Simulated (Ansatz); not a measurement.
Level of theory: DFT, PBEsol, scalar-relativistic, no spin polarisation; plane waves to 420 eV with PAW datasets (Ansatz 0.2.0), 8×8×8 k-mesh, Gaussian smearing of 0.05 eV; PAW files: Ansatz's generated set soft_2.

A crystal of composition LuX, relaxed at this level of theory, gives this pattern between 10° and 80°.

Cu Kα1 powder pattern (kinematic, no thermal factors).
2θ (°) (relative intensity): 22.39 (100), 36.96 (85), 43.64 (55), 53.27 (15), 58.49 (23), 66.60 (32), 71.23 (18), 78.69 (10)

**Question.** Which lattice and cell does the pattern come from?

**Answer.** Cubic, space group F-43m (No. 216), a = 6.873 Å, b = 6.873 Å, c = 6.873 Å, α = 90.00°, β = 90.00°, γ = 90.00°. The line positions fix the lattice at most, not the space group, and lines under 1 % of the strongest aren't listed; this is the group of the computed cell.

The calculation on LuX, where X is one element, gave:

| Quantity | Value |
| --- | --- |
| Band gap | 1.42 eV |
| Smallest direct gap | 1.42 eV |
| f electrons (orthogonalised atomic orbitals) | Lu 14.00 |
| Formation energy from the elements (0 K, uncorrected) | -0.20 eV/atom |
| Bulk modulus (Birch–Murnaghan) | 37 GPa |
| Pressure derivative B0′ | 4.1 |
| Shear modulus (Hill) | 3.1 GPa |
| Young's modulus | 8.9 GPa |
| Poisson's ratio | 0.46 |
| Elastically stable | yes |

Sites: Lu on 4a, X on 4d.

**Question.** Which element is X?
A. At
B. Bi
C. Tl
D. Pb

**Answer.** B. X is Bi, so the compound is LuBi.

This is a trial structure: such lanthanide and actinide compounds mostly take the rock-salt structure.

Kohn–Sham gaps of semilocal functionals lie under measured ones, often by a third or more. Spin–orbit coupling, which matters for such heavy elements, is left out.
